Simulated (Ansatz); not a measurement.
Values for one crystal, relaxed and computed with r²SCAN in the plane-wave PAW code Ansatz; other levels are named.

| Quantity | Result |
|---|---|
| Volume per atom | 9.77 Å³ |
| Band gap | 0.21 eV (indirect) |
| Hole effective mass | 0.60, 2.5, 10.0 mₑ (principal values) |
| Valence-band maximum | at A (k = 0.000, 0.000, 0.500) |
| Formation energy from the elements (no fitted shifts) | -1.38 eV/atom |
| Smallest direct gap on the standard path | 0.63 eV |
| Bulk modulus (Birch–Murnaghan fit) | 127 GPa |

Q: Which of these materials gives this?
(A) VBiO4, I4_1/a (V on 4a, Bi on 4b, O on 16f)
(B) NiI2, R-3m (Ni on 3a, I on 6c)
(C) BaZrO3, cubic perovskite
(D) NaNiO2, C2/m (Na on 2d, Ni on 2a, O on 4i)

A: D, NaNiO2, C2/m (Na on 2d, Ni on 2a, O on 4i)

The first step of the workflow began from a Materials Project structure, measured or hypothetical; the Crystallography Open Database files this formula in space group No. 12, but the cells were not matched. Its standing as an ambient phase is unchecked. Symmetry was held in the r²SCAN relaxation; whether a distortion lowers the energy is not shown. Spin order of the final state: ferromagnetic, chosen from 4 collinear starts compared on coarse meshes (ties went to the first, and starts can fall back to one state), not a proven ground state. Other orbital occupations within this spin state were not tried. No Hubbard U is applied. The references are the lowest solids computed at this level, not always the standard phases (solids in place of the gases).

Potentials: the later of the program's two PAW sets.
